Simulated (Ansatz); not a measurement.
AlCr$_{2}$C (MAX-211 type, space group P6_3/mmc)

```yaml
crystal:
  lattice:
    - [2.84033, 0.00000, 0.00000]
    - [-1.42017, 2.45980, 0.00000]
    - [0.00000, 0.00000, 12.70477]
  atoms:
    - { symbol: Al, position: [0.33333, 0.66667, 0.75000] }
    - { symbol: Al, position: [0.66667, 0.33333, 0.25000] }
    - { symbol: Cr, position: [0.33333, 0.66667, 0.08428] }
    - { symbol: Cr, position: [0.66667, 0.33333, 0.58428] }
    - { symbol: Cr, position: [0.66667, 0.33333, 0.91572] }
    - { symbol: Cr, position: [0.33333, 0.66667, 0.41572] }
    - { symbol: C, position: [0.00000, 0.00000, 0.00000] }
    - { symbol: C, position: [0.00000, 0.00000, 0.50000] }
```

The volume is varied about the relaxed value V₀ at fixed cell shape. The atoms relax within the cell's symmetry.

All values below come from PBE (plane waves to 420 eV, PAW, scalar-relativistic; Ansatz, a program for electronic structure). k mesh 19×19×4 (Γ-centred), Fermi-Dirac smearing 0.05 eV. Stress and pressure are positive under compression. AlCr2C is run without spin polarisation. AlCr2C was relaxed with its symmetry unable to fall.

At one point of the scan the stress tensor (GPa) is:

```
    5.0      0.0      0.0
    0.0      5.0      0.0
    0.0      0.0      5.2
```

Task: Which point is it?
(A) V/V₀ = 0.975
(B) V/V₀ = 0.900
(C) V/V₀ = 0.925
(D) V/V₀ = 0.950

Result: A, V/V₀ = 0.975

(A scan under strain: stresses follow from slopes of the energy per volume, elastic moduli from its curvatures.)
